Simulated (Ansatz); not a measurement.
Mg$_{3}$TiNO$_{3}$:
```yaml
crystal:
  lattice:
    - [2.96236, 0.00000, 0.00000]
    - [0.00000, 2.96236, 0.00000]
    - [0.00000, 0.00000, 8.59496]
  atoms:
    - { symbol: Ti, position: [0.00000, 0.00000, 0.00000] }
    - { symbol: N, position: [0.50000, 0.50000, 0.00000] }
    - { symbol: Mg, position: [0.50000, 0.50000, 0.25306] }
    - { symbol: O, position: [0.00000, 0.00000, 0.25544] }
    - { symbol: Mg, position: [0.00000, 0.00000, 0.50000] }
    - { symbol: O, position: [0.50000, 0.50000, 0.50000] }
    - { symbol: Mg, position: [0.50000, 0.50000, 0.74694] }
    - { symbol: O, position: [0.00000, 0.00000, 0.74456] }
```

This is the r²SCAN-relaxed structure.

All from r²SCAN in the plane-wave PAW code Ansatz, unless another level is named. Give the electronic character.

metallic (no gap).

Give the formation energy from the elements (no fitted shifts).

-2.58 eV/atom.

Predict the density of states at the Fermi level.

0.17 states/eV per atom (mean over ±0.08 eV).

Space group P4/mmm. The start of the workflow was typed in or built on a structure type; neither database checked (COD, Materials Project) lists it. Its standing as an ambient phase is unchecked. The cell was relaxed with r²SCAN under the symmetry of its start; whether a distortion lowers the energy is not shown. The workflow began spin-polarised and lost its moments. The cell computed holds one magnetic atom, so no antiferromagnetic order was within reach. The compound may be a true metal, but semilocal functionals without U, or a wrong spin order, can also close a gap. The references are the lowest solids computed at this level, not always the standard phases (solids in place of the gases).

Potentials: the earlier of the program's two PAW sets.
